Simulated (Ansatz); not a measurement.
ScPtN2:
Space group R-3m, hexagonal axes (No. 166); a = b = 3.263 Å, c = 17.966 Å, α = β = 90.00°, γ = 120.00°

| atom | site | symmetry | x | y | z |
|---|---|---|---|---|---|
| Sc | 3b | -3m | 0.0000 | 0.0000 | 0.5000 |
| Pt | 3a | -3m | 0.0000 | 0.0000 | 0.0000 |
| N | 6c | 3m | 0.0000 | 0.0000 | 0.1049 |
(The calculation used a cell of 4 atoms; values per cell refer to that cell.)

Relaxed at zero pressure with the program Ansatz at the PBE level (PAW).

Task: The volume is lowered by 9 % and shape and atoms relax at that volume. What pressure results, and how do the axes share the change?

Result: 12.7 GPa; a -5.1 %, b -5.1 %, c 1.0 %; the energy rises by 45 meV/atom.

Task: Give the new structure.

Result: 
Space group R-3m, hexagonal axes (No. 166); a = 3.0972 Å, b = 3.0972 Å, c = 18.1515 Å, α = 90.00°, β = 90.00°, γ = 120.00°

```
atom  site  symmetry       x       y       z
----  ----  --------  ------  ------  ------
Sc      3b       -3m  0.0000  0.0000  0.5000
Pt      3a       -3m  0.0000  0.0000  0.0000
N       6c        3m  0.0000  0.0000  0.1032
```

The phase is kept; no other phase was compared at this pressure.

The start of the workflow was typed in or built on a structure type; neither database checked (COD, Materials Project) lists it. Its standing as an ambient phase is unchecked. The cell was relaxed with PBE under the symmetry of its start; whether a distortion lowers the energy is not shown. No spin polarisation was allowed. Scalar-relativistic: spin–orbit coupling is off unless named, which matters more the heavier the elements.

Potentials: the earlier of the program's two PAW sets.
